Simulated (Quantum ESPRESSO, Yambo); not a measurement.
# G0W0 results for LiBr

LiBr is taken in the hexagonal space group P6₃mc (No. 186), the wurtzite structure, Pearson symbol hP4. Conventional cell: a = 4.135 Å, b = 4.135 Å, c = 6.615 Å, α = 90.00°, β = 90.00°, γ = 120.00°. Li on 2b is surrounded by 4 Br at 2.513–2.521 Å (tetrahedral). Br on 2b is coordinated by 4 Li at 2.513–2.521 Å (tetrahedral). (Neighbours: up to the widest gap in distance over summed covalent radii, below 1.35, at either atom; cation-cation contacts left out.)

Cell and atoms were relaxed with PBEsol from Materials Project entry mp-976280, within its symmetry.

Starting point: norm-conserving PBEsol (Quantum ESPRESSO, 74 Ry, no spin-orbit coupling). G0W0 in Yambo: 3×3×2 Γ-centred k mesh, bands 3 to 174 and a 8 Ry block in the screening, 174 bands in G with the Bruneval-Gonze terminator, plasmon pole fitted at 27.2 eV.

- PBEsol gap along the band path: 4.83 eV
- PBEsol gap between the mesh's edge points (Γ → Γ): 4.83 eV
- G0W0 gap between the same points: 7.36 eV

```csv
k point,band,E PBEsol (eV),E QP (eV),shift (eV),Z
Γ,VB,0.00,-1.75,-1.75,0.82
Γ,CB,4.83,5.61,0.78,0.86
A,VB,-0.28,-2.08,-1.81,0.82
A,CB,6.18,7.05,0.88,0.85
K,VB,-0.96,-2.84,-1.88,0.82
K,CB,6.52,7.30,0.78,0.86
H,VB,-0.47,-2.29,-1.81,0.82
H,CB,7.37,8.36,0.98,0.85
```

Energies count from the PBEsol valence-band maximum.

Nearest settings tried, and what they do to the gap: 108 bands in W, 108 bands in G: -45 meV; 7 Ry block (221 vectors against 263): -22 meV; 3×3×1 mesh: -14 meV. So the settings aren't converged at that level. The k mesh is coarse.

Spin-orbit splittings are left out.

This is not the ordinary phase of the substance; no match was found in the copy of COD used, and its stability was not checked.
